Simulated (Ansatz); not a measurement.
**Computed properties of Nb$_{2}$Pd$_{3}$Se$_{8}$**

Nb$_{2}$Pd$_{3}$Se$_{8}$:
```
CELL_PARAMETERS angstrom
     11.02715     0.00000     0.00000
      0.00000    15.37964     0.00000
      0.00000     0.00000     3.59189
ATOMIC_POSITIONS crystal
  Nb 0.79982 0.87771 0.50000
  Nb 0.20018 0.12229 0.50000
  Nb 0.29982 0.62229 0.50000
  Nb 0.70018 0.37771 0.50000
  Pd 0.00000 0.00000 0.00000
  Pd 0.50000 0.50000 0.00000
  Pd 0.63955 0.77770 0.00000
  Pd 0.36045 0.22230 0.00000
  Pd 0.13955 0.72230 0.00000
  Pd 0.86045 0.27770 0.00000
  Se 0.77726 0.00124 0.00000
  Se 0.22274 0.99876 0.00000
  Se 0.27726 0.49876 0.00000
  Se 0.72274 0.50124 0.00000
  Se 0.96824 0.84273 0.00000
  Se 0.03176 0.15727 0.00000
  Se 0.46824 0.65727 0.00000
  Se 0.53176 0.34273 0.00000
  Se 0.76557 0.71317 0.50000
  Se 0.23443 0.28683 0.50000
  Se 0.26557 0.78683 0.50000
  Se 0.73443 0.21317 0.50000
  Se 0.56702 0.87575 0.50000
  Se 0.43298 0.12425 0.50000
  Se 0.06702 0.62425 0.50000
  Se 0.93298 0.37575 0.50000
```

Space group Pbam (No. 55); conventional cell a = 11.027 Å, b = 15.380 Å, c = 3.592 Å, α = β = γ = 90.00°.

Method: the program Ansatz at the r²SCAN level (PAW). The cell and atoms are relaxed at this level. Other levels are named where they apply.

### Cell and energy

| Quantity | Value |
|---|---|
| Volume per atom | 23.43 Å³ |
| Density | 6.20 g/cm³ |
| Formation energy from the elements (no fitted shifts) | -0.73 eV/atom |

### Electronic structure

| Property | Value |
|---|---|
| Band gap | 0.70 eV (indirect) |
| Valence-band maximum | on the Y–Γ line, 12 % of the way from Y (k = 0.000, 0.438, 0.000 in fractions of the reciprocal vectors) |
| Conduction-band minimum | at Γ |
| Smallest direct gap on the standard path | 0.77 eV |

The first step of the workflow began from a Materials Project structure, measured or hypothetical; the Crystallography Open Database copy checked does not list it. Whether it is the stable phase at ambient conditions was not checked. The cell was relaxed with r²SCAN under the symmetry of its start; whether a distortion lowers the energy is not shown. No spin polarisation was allowed. The references are the lowest solids computed at this level, not always the standard phases. Spin–orbit coupling is left out wherever it is not named.

Potentials: the later of the program's two PAW sets.
